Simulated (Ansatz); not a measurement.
The start is a generated cell, SnSe2 placed in the anatase structure type. Cell shape, volume and atoms are optimised at zero target pressure with r2SCAN (plane waves to 500 eV, PAW, scalar-relativistic; Ansatz, a program for electronic structure). The first steps use a 9×9×9 k-mesh.

The start:
```
SnSe2
1.0
   -2.57427     2.57427     6.47070
    2.57427    -2.57427     6.47070
    2.57427     2.57427    -6.47070
Sn Se
2 4
Direct
  0.50000   0.50000   0.00000
  0.25000   0.75000   0.50000
  0.29190   0.29190   0.00000
  0.04190   0.54190   0.50000
  0.45810   0.95810   0.50000
  0.70810   0.70810   0.00000
```

What pressure does the first self-consistent step give?

+4.1 GPa (positive: the cell is compressed).

By how much does the energy per atom fall from start to end?

0.097 eV/atom.

How does the volume change?

+1.7 %, from 28.59 to 29.07 Å³/atom.

Give the final cell and atomic positions.


```cif
data_Se8Sn4
_chemical_formula_sum 'Sn4 Se8'
_space_group_name_H-M_alt 'I41/amd :1'
_space_group_IT_number 141
_space_group_name_Hall 'I 4bw 2bw -1bw'
_cell_length_a 5.62802
_cell_length_b 5.62802
_cell_length_c 11.01145
_cell_angle_alpha 90.000
_cell_angle_beta 90.000
_cell_angle_gamma 90.000
loop_
_atom_site_label
_atom_site_type_symbol
_atom_site_symmetry_multiplicity
_atom_site_Wyckoff_symbol
_atom_site_fract_x
_atom_site_fract_y
_atom_site_fract_z
_atom_site_occupancy
Sn1 Sn 4 b 0.00000 0.00000 0.50000 1
Se1 Se 8 e 0.00000 0.00000 0.26913 1
```
(The calculation used a cell of 6 atoms; values per cell refer to that cell.)

The space group stays I4₁/amd (No. 141) (the run could not lower it); the end is anatase type, with 6 atoms in the primitive cell. No spin polarisation in the result.

The run could not lose the symmetry of its start: the end is stationary, and may be a saddle point rather than a minimum.

The relaxed structure here is a generated cell of SnSe2: the first start was made by placing the elements on the sites of a structure type, and the end was not matched to a known phase here, so it may be hypothetical. Known forms of SnSe2 include space group No. 164.
